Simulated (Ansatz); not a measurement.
Relaxed-ion elastic tensor of As (bcc (W type), Im-3m) in GPa (Voigt order), PBEsol (plane waves, PAW; program Ansatz); density 6.83 g/cm³, 18.21 Å³ per atom.

```
      1     2     3     4     5     6
-  ----  ----  ----  ----  ----  ----
1   131  72.3  72.3   0.0   0.0   0.0
2  72.3   131  72.3   0.0   0.0   0.0
3  72.3  72.3   131   0.0   0.0   0.0
4   0.0   0.0   0.0  21.1   0.0   0.0
5   0.0   0.0   0.0   0.0  21.1   0.0
6   0.0   0.0   0.0   0.0   0.0  21.1
```

**Question.** Is the crystal mechanically stable?

**Answer.** Yes: the smallest eigenvalue of C is 21.1 GPa.

**Question.** Work out the Voigt, Reuss and Hill averages.

**Answer.** K_V = 91.9, K_R = 91.9, K_H = 91.9; G_V = 24.4, G_R = 23.8, G_H = 24.1 GPa.

**Question.** Give Young's modulus, Poisson's ratio, Pugh's ratio and the universal anisotropy index.

**Answer.** E = 9KG/(3K + G) = 66.5 GPa; ν = 0.38; K/G = 3.81 (ductile by the Pugh limit of 1.75); A_U = 5G_V/G_R + K_V/K_R − 6 = 0.14.

**Question.** Estimate the sound speeds and the Debye temperature.

**Answer.** v_l = √((K + 4G/3)/ρ) = 4260 m/s, v_t = √(G/ρ) = 1880 m/s, mean 2120 m/s; Θ = (h/k)(3n/4πV)^(1/3) v_m = 240 K.

**Question.** Give the Zener ratio and Young's modulus along [100], [110] and [111].

**Answer.** A = 2C44/(C11 − C12) = 0.72; 1/E = S11 − 2(S11 − S12 − S44/2)Γ with Γ = 0, 1/4, 1/3 gives 79.8, 62.9, 58.7 GPa.

The cell is a constructed one: a structure type filled with these elements; neither database checked (COD, Materials Project) lists it. It is not the phase usual at ambient conditions (space group No. 166). The PBEsol relaxation kept the symmetry of its start; its stability against distortions is not shown here. As this level gives no gap, shear constants depend on the k-mesh and smearing (Fermi–Dirac, 0.1 eV here).

Potentials: the earlier of the program's two PAW sets. The files were generated under PBE; for other functionals the program regenerates the frozen cores, and for LDA and PBEsol the local potential too.
